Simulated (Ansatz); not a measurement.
ScAl2 (MoSi2 or CaC2 type, I4/mmm), DFT-PBEsol in the program Ansatz with PAW potentials, all energies at zero smearing, with the estimated change up to a 700 eV cutoff added, with one set of potentials and settings (totals compare only within such a set). Cell of 3 atoms (1 Sc, 2 Al): -3161.265 eV.

| element | reference phase | E (eV/atom) |
|---|---|---|
| Sc | P6_3/mmc, 2 atoms in the cell | -2111.3717 |
| Al | Fm-3m, 1 atoms in the cell | -524.5512 |

Formation energy per atom, worked out: (-3161.265 − 1×(-2111.3717) − 2×(-524.5512))/3 = -0.263 eV/atom (-25 kJ per mol of atoms), at 0 K, without zero-point energy or fitted corrections.

The cell is a constructed one: a structure type filled with these elements; neither database checked (COD, Materials Project) lists it. Its standing as an ambient phase is unchecked. The cell was relaxed with PBEsol under the symmetry of its start; whether a distortion lowers the energy is not shown. No spin polarisation was allowed. The references are the lowest solids computed at this level, not always the standard phases.

Potentials: the earlier of the program's two PAW sets. The files were generated under PBE; for other functionals the program regenerates the frozen cores, and for LDA and PBEsol the local potential too.
